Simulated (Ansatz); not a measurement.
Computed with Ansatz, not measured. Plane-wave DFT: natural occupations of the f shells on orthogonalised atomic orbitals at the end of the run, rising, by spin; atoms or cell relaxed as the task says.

```
cell
1.0
     0.0000    0.0000    7.5969
    -4.5144    7.8191    0.0000
    -4.5144   -7.8191    0.0000
Eu Mn Sb
4 8 8
Direct
  0.0000 0.5000 0.5000
  0.0000 0.0000 0.5000
  0.0000 0.5000 0.0000
  0.0000 0.0000 0.0000
  0.6233 0.1667 0.3333
  0.6233 0.6667 0.3333
  0.6233 0.1667 0.8333
  0.6233 0.6667 0.8333
  0.3767 0.8333 0.1667
  0.3767 0.3333 0.1667
  0.3767 0.8333 0.6667
  0.3767 0.3333 0.6667
  0.2586 0.1667 0.3333
  0.2586 0.6667 0.3333
  0.2586 0.1667 0.8333
  0.2586 0.6667 0.8333
  0.7414 0.8333 0.1667
  0.7414 0.3333 0.1667
  0.7414 0.8333 0.6667
  0.7414 0.3333 0.6667
```

Starting moments (μB): Eu number 1 7.52, Eu number 2 7.52, Eu number 3 7.52, Eu number 4 7.52, Mn number 1 4.4, Mn number 2 4.4, Mn number 3 4.4, Mn number 4 4.4, Mn number 5 4.4, Mn number 6 4.4, Mn number 7 4.4, Mn number 8 4.4; others 0.

cell charge: 0 e
spin: collinear
scf start: atoms
lower state search: off
functional: PBE
wave cutoff: 420 eV
k mesh: 3, 3, 3
k shift: 0, 0, 0 mesh steps
gaussian smearing: 0.05 eV
task: single point

Q: How are the f shells occupied at the end?

A: 

```csv
shell atom,shell element,shell spin,shell occupation 1 (e),shell occupation 2 (e),shell occupation 3 (e),shell occupation 4 (e),shell occupation 5 (e),shell occupation 6 (e),shell occupation 7 (e)
1,Eu,up,0.95,0.95,0.96,0.97,0.98,0.98,1
1,Eu,down,0,0,0,0,0,0.01,0.01
2,Eu,up,0.95,0.95,0.96,0.97,0.98,0.98,1
2,Eu,down,0,0,0,0,0,0.01,0.01
3,Eu,up,0.95,0.95,0.96,0.97,0.98,0.98,1
3,Eu,down,0,0,0,0,0,0.01,0.01
4,Eu,up,0.95,0.95,0.96,0.97,0.98,0.98,1
4,Eu,down,0,0,0,0,0,0.01,0.01
```

Caveats: 4f shell without a U, which puts 4f levels too near the Fermi level; occupations loosely converged; open f or d shells may hold a state above the lowest.
